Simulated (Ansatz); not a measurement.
IrW (rock salt, Fm-3m) at seven volumes, plane-wave PAW PBE (Ansatz code), scaled uniformly. One row is withheld.

```json
[
 {"V (Å³/atom)": "16.007", "P (GPa)": "28.63"},
 {"V (Å³/atom)": "16.535", "P (GPa)": "17.48"},
 {"V (Å³/atom)": "17.063", "P (GPa)": "8.02"},
 {"V (Å³/atom)": "17.590", "P (GPa)": "0.00"},
 {"V (Å³/atom)": "18.118", "P (GPa)": "-6.80"},
 {"V (Å³/atom)": "18.646", "P (GPa)": "?"},
 {"V (Å³/atom)": "19.174", "P (GPa)": "-17.42"}
]
```

**Question.** Fit the shown pressures and predict the withheld one.

**Answer.** Third-order Birch–Murnaghan: P = (3/2)B₀(x^(7/2) − x^(5/2))[1 + (3/4)(B′ − 4)(x − 1)] with x = (V₀/V)^(2/3). Least squares on the six rows gives V₀ = 17.591 Å³/atom, B₀ = 245.4 GPa, B′ = 4.50. At V = 18.646, x = 0.9619 and P = -12.54 GPa. The run itself gave -12.56 GPa.

The start of the workflow was typed in or built on a structure type; neither database checked (COD, Materials Project) lists it. COD files the formula under space group No. 51. Its standing as an ambient phase is unchecked. The cell was relaxed with PBE under the symmetry of its start; its stability against distortions is not shown here. The run is not spin-polarised. The volume moved by 18 % from the start of the relaxation. Its formation energy is positive at this level, so the cell may be metastable or incomplete. Scalar-relativistic: spin–orbit coupling is off unless named, which matters more the heavier the elements.

Potentials: the earlier of the program's two PAW sets.
